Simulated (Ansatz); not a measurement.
**Relaxing a structure of Se**

The start is a generated cell, Se built in the hcp structure type. Cell shape, volume and atoms are optimised at zero target pressure with r2SCAN (plane waves to 500 eV, PAW, scalar-relativistic; Ansatz, an electronic-structure program). The first steps use a coarse 9×9×5 k-mesh.

The start:
```yaml
crystal:
  lattice:
    - [3.07292, 0.00000, 0.00000]
    - [-1.53646, 2.66122, 0.00000]
    - [0.00000, 0.00000, 4.98917]
  atoms:
    - { symbol: Se, position: [0.33333, 0.66667, 0.25000] }
    - { symbol: Se, position: [0.66667, 0.33333, 0.75000] }
```

### Question
How much energy is released per atom?

### Answer
0.42 eV/atom.

### Question
How does the volume per atom move from start to end?

### Answer
+8.2 %, from 20.40 to 22.07 Å³/atom.

### Question
How do the shortest distances between atoms change?

### Answer
The closest pairs of elements (up to four, under 3.6 Å), start → end: Se–Se 3.06 → 2.84 Å.

### Question
What band gap does the relaxed structure have at this level?

### Answer
No gap (metallic).

The space group stays P6₃/mmc (No. 194) (the run could not lower it), with 2 atoms in the primitive cell. Final values are on a 15×15×12 k-mesh of the relaxed cell. No spin polarisation in the result.

The run could not lower the symmetry of its start; a shaken copy of this end point relaxes with r2SCAN to P-1 (No. 2), 0.27 eV/atom lower.

The relaxed structure here is a generated cell of Se: the first start was made by placing the elements on the sites of a structure type, and the end was not matched to a known phase here, so it may be hypothetical. Known forms of Se include space group No. 152.
